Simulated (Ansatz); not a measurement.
Geometry optimisation in Ansatz: input, command and trajectory.

```yaml
crystal:
  lattice:
    - [0.0, 3.2704313751, 3.2704313751]
    - [3.2704313751, 0.0, 3.2704313751]
    - [3.2704313751, 3.2704313751, 0.0]
  atoms:
    - { symbol: Be, position: [0.0, 0.0, 0.0] }
    - { symbol: Rh, position: [0.62577, 0.12269, 0.62577] }
    - { symbol: Rh, position: [0.62577, 0.62577, 0.12269] }
    - { symbol: Rh, position: [0.62577, 0.62577, 0.62577] }
    - { symbol: Rh, position: [0.12269, 0.62577, 0.62577] }
    - { symbol: W, position: [0.25, 0.25, 0.25] }
basis:
  ecutwfc: 420
kpoints:
  mp_grid: { grid: [4, 4, 4] }
hamiltonian:
  xc: pbe
scf:
  occupations: { method: gaussian, width: 0.1 }
  lower_state_search: "off"
output:
  forces: true
  stress: true
  eigenvalues: true
relax:
  adjacent_minimum: "off"
  f_tol: 0.04
  max_steps: 70
  cell: { stress_tol: 0.4 }
```

```bash
ansatz run input.yaml --threads 1 --pin off --max-ram 2560MiB --backend cpu --events-out ev --progress --plain --runs-dir out
```

Method: DFT PBE, scalar-relativistic, plane waves, PAW (Ansatz 0.2.0).

Of 8 frames 7 are shown, positions in Å and forces in eV/Å; the SCF threshold varies from step to step. Steps run on the plane waves of an earlier cell, with a Pulay correction in the pressure. The basis is chosen afresh for the last frame, the zero of the energies, and at times for earlier ones too; energy and pressure can step there, also at an unchanged geometry. Here that happened at step 6 (-5 meV/atom, 0.5 GPa); frames between the last choice of the basis and such a step carry an error that grows, as the cell changes, to that size.

```xyz
6
Lattice="0.0000 3.2704 3.2704 3.2704 0.0000 3.2704 3.2704 3.2704 0.0000" Properties=species:S:1:pos:R:3:forces:R:3 pbc="T T T" step=1 free_energy_over_end_meV_per_atom=742.02 pressure_GPa=94.50
Be    0.0000    0.0000    0.0000    0.0000    0.0000    0.0000
Rh    2.4478    4.0931    2.4478    0.2037   -0.2037    0.2037
Rh    2.4478    2.4478    4.0931    0.2037    0.2037   -0.2037
Rh    4.0931    4.0931    4.0931   -0.2037   -0.2037   -0.2037
Rh    4.0931    2.4478    2.4478   -0.2037    0.2037    0.2037
W     1.6352    1.6352    1.6352    0.0000    0.0000    0.0000
6
Lattice="0.0000 3.4299 3.4299 3.4299 0.0000 3.4299 3.4299 3.4299 0.0000" Properties=species:S:1:pos:R:3:forces:R:3 pbc="T T T" step=2 free_energy_over_end_meV_per_atom=107.29 pressure_GPa=27.21
Be    0.0000    0.0000    0.0000    0.0000    0.0000    0.0000
Rh    2.5678    4.2919    2.5678    0.0919   -0.0919    0.0919
Rh    2.5678    2.5678    4.2919    0.0919    0.0919   -0.0919
Rh    4.2919    4.2919    4.2919   -0.0919   -0.0919   -0.0919
Rh    4.2919    2.5678    2.5678   -0.0919    0.0919    0.0919
W     1.7149    1.7149    1.7149    0.0000    0.0000    0.0000
6
Lattice="0.0000 3.5038 3.5038 3.5038 0.0000 3.5038 3.5038 3.5038 0.0000" Properties=species:S:1:pos:R:3:forces:R:3 pbc="T T T" step=3 free_energy_over_end_meV_per_atom=14.87 pressure_GPa=7.50
Be    0.0000    0.0000    0.0000    0.0000    0.0000    0.0000
Rh    2.6237    4.3838    2.6237    0.0457   -0.0457    0.0457
Rh    2.6237    2.6237    4.3838    0.0457    0.0457   -0.0457
Rh    4.3838    4.3838    4.3838   -0.0457   -0.0457   -0.0457
Rh    4.3838    2.6237    2.6237   -0.0457    0.0457    0.0457
W     1.7519    1.7519    1.7519    0.0000    0.0000    0.0000
6
Lattice="0.0000 3.5336 3.5336 3.5336 0.0000 3.5336 3.5336 3.5336 0.0000" Properties=species:S:1:pos:R:3:forces:R:3 pbc="T T T" step=4 free_energy_over_end_meV_per_atom=5.54 pressure_GPa=1.01
Be    0.0000    0.0000    0.0000    0.0000    0.0000    0.0000
Rh    2.6464    4.4208    2.6464    0.0215   -0.0215    0.0215
Rh    2.6464    2.6464    4.4208    0.0215    0.0215   -0.0215
Rh    4.4208    4.4208    4.4208   -0.0215   -0.0215   -0.0215
Rh    4.4208    2.6464    2.6464   -0.0215    0.0215    0.0215
W     1.7668    1.7668    1.7668    0.0000    0.0000    0.0000
6
Lattice="0.0000 3.5383 3.5383 3.5383 0.0000 3.5383 3.5383 3.5383 0.0000" Properties=species:S:1:pos:R:3:forces:R:3 pbc="T T T" step=5 free_energy_over_end_meV_per_atom=5.39 pressure_GPa=0.04
Be    0.0000    0.0000    0.0000    0.0000    0.0000    0.0000
Rh    2.6502    4.4265    2.6502    0.0111   -0.0111    0.0111
Rh    2.6502    2.6502    4.4265    0.0111    0.0111   -0.0111
Rh    4.4265    4.4265    4.4265   -0.0111   -0.0111   -0.0111
Rh    4.4265    2.6502    2.6502   -0.0111    0.0111    0.0111
W     1.7692    1.7692    1.7692    0.0000    0.0000    0.0000
6
Lattice="0.0000 3.5383 3.5383 3.5383 0.0000 3.5383 3.5383 3.5383 0.0000" Properties=species:S:1:pos:R:3:forces:R:3 pbc="T T T" step=6 free_energy_over_end_meV_per_atom=0.05 pressure_GPa=0.56
Be    0.0000    0.0000    0.0000    0.0000    0.0000    0.0000
Rh    2.6502    4.4265    2.6502    0.0099   -0.0099    0.0099
Rh    2.6502    2.6502    4.4265    0.0099    0.0099   -0.0099
Rh    4.4265    4.4265    4.4265   -0.0099   -0.0099   -0.0099
Rh    4.4265    2.6502    2.6502   -0.0099    0.0099    0.0099
W     1.7692    1.7692    1.7692    0.0000    0.0000    0.0000
6
Lattice="0.0000 3.5411 3.5411 3.5411 0.0000 3.5411 3.5411 3.5411 0.0000" Properties=species:S:1:pos:R:3:forces:R:3 pbc="T T T" step=8 free_energy_over_end_meV_per_atom=0.00 pressure_GPa=0.02
Be    0.0000    0.0000    0.0000    0.0000    0.0000    0.0000
Rh    2.6524    4.4299    2.6524    0.0013   -0.0013    0.0013
Rh    2.6524    2.6524    4.4299    0.0013    0.0013   -0.0013
Rh    4.4299    4.4299    4.4299   -0.0013   -0.0013   -0.0013
Rh    4.4299    2.6524    2.6524   -0.0013    0.0013    0.0013
W     1.7706    1.7706    1.7706    0.0000    0.0000    0.0000
```

The start puts this composition into another compound's structure type, which needn't suit it. At the end the space group is F-43m (tolerance 0.05 Å).

The run took 22 s on 1 thread of Arm Neoverse V2 (shared host), peak memory 0.35 GiB.

The k mesh is coarse. Spin–orbit coupling is left out, which can shift energies with elements as heavy as these.